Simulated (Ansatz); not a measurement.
Input and command of a plane-wave DFT calculation in Ansatz:

```yaml
crystal:
  lattice:
    - [0.0, 2.675, 2.855]
    - [2.7350625, 0.0, 2.855]
    - [2.7350625, 2.675, 0.0]
  atoms:
    - { symbol: H, position: [0.0, 0.0, 0.0] }
    - { symbol: Cl, position: [0.5, 0.5, 0.5] }
basis:
  ecutwfc: 420
kpoints:
  mp_grid: { grid: [16, 16, 16] }
hamiltonian:
  xc: pbesol
scf:
  occupations: { method: gaussian, width: 0.15 }
output:
  forces: true
  stress: true
  eigenvalues: true
  write_density: true
  write_potential: true
  elf: true
  volumetric_format: npy
```

```bash
ansatz run input.yaml --threads 1 --pin off --max-ram 2560MiB --backend cpu --events-out ev --progress --plain --runs-dir out
```

Processor: Arm Neoverse V1, 1 thread, on a host shared with other jobs.

Q: Estimate time, memory and problem size.

A: About 16 s on 1 thread of Arm Neoverse V1, with other jobs on the host, peak memory 0.47 GiB. It solves 8 bands at 621 k points (the mesh reduced by symmetry) with about 829 plane waves, in 8 SCF iterations.
